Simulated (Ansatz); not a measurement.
Data:

LaGe$_{3}$Ru:
```cif
data_Ge6La2Ru2
_chemical_formula_sum 'La2 Ge6 Ru2'
_space_group_name_H-M_alt 'I4mm'
_space_group_IT_number 107
_space_group_name_Hall 'I 4 -2'
_cell_length_a 4.43488
_cell_length_b 4.43488
_cell_length_c 10.14138
_cell_angle_alpha 90.000
_cell_angle_beta 90.000
_cell_angle_gamma 90.000
loop_
_atom_site_label
_atom_site_type_symbol
_atom_site_symmetry_multiplicity
_atom_site_Wyckoff_symbol
_atom_site_fract_x
_atom_site_fract_y
_atom_site_fract_z
_atom_site_occupancy
La1 La 2 a 0.00000 0.00000 0.99858 1
Ge1 Ge 2 a 0.00000 0.00000 0.42515 1
Ge2 Ge 4 b 0.00000 0.50000 0.25910 1
Ru1 Ru 2 a 0.00000 0.00000 0.65907 1
```
(The calculation used a cell of 5 atoms; values per cell refer to that cell.)

This is the r²SCAN-relaxed structure.

Question: All from the program Ansatz at the r²SCAN level (PAW), unless another level is named. Estimate the electronic character.

Answer: metallic (no gap).

Question: Next, the formation energy from the elements (no fitted shifts)?

Answer: -661 meV/atom.

Question: Give the density of states at the Fermi level.

Answer: 0.40 states/eV per atom (mean over ±0.08 eV).

The workflow started from a Materials Project entry (that database holds measured and hypothetical structures alike); the Crystallography Open Database copy checked does not list it. Whether it is the stable phase at ambient conditions was not checked. Symmetry was held in the r²SCAN relaxation; its stability against distortions is not shown here. The run is not spin-polarised. The references are the lowest solids computed at this level, not always the standard phases. Spin–orbit coupling is left out wherever it is not named.

Potentials: the later of the program's two PAW sets.
